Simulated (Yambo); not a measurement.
Yambo run on NaI (rock salt, space group Fm-3m, No. 225). The wavefunctions are PBEsol (Quantum ESPRESSO, PseudoDojo norm-conserving, 88 Ry, with spin-orbit coupling) ones on a 4×4×4 mesh (16 occupied bands); a = b = c = 4.526 Å, α = β = γ = 60.00°.

Yambo input:

```
rim_cut
gw0
dyson
el_el_corr
HF_and_locXC
ppa
em1d
RandQpts= 1000000
RandGvec= 1 Ry
EXXRLvcs= 88 Ry
VXCRLvcs= 352 Ry
Chimod= "HARTREE"
% BndsRnXp
 3 | 180 |
%
NGsBlkXp= 7 Ry
% LongDrXp
 1.0 | 1.0 | 1.0 |
%
PPAPntXp= 10 eV
% GbndRnge
 1 | 180 |
%
GTermKind= "BG"
DysSolver= "n"
ExtendOut
% QPkrange
 1 | 1 | 16 | 17 |
%
```

k points by index: 1 = Γ.

The o-*.qp file then holds:

```
#    K-point    Band    Eo [eV]    E [eV]    E-Eo [eV]    Vxc [eV]    Vnlxc [eV]    Sc|Eo [eV]    Sc|E [eV]    dSc/dw|Eo [eV]    Re(Z)    Im(Z)
#
    1    16    0.000000    -1.257364    -1.257364    -11.25099    -14.09912    1.262828    1.590761    -7.096104    0.793157    -0.001822
    1    17    3.248347    3.952109    0.703761    -7.623578    -3.794573    -2.979320    -3.125244    -5.640928    0.828291    -0.001609
```
(The two width columns are left out.) Convergence of these settings isn't established.

Geometry relaxed with PBEsol.
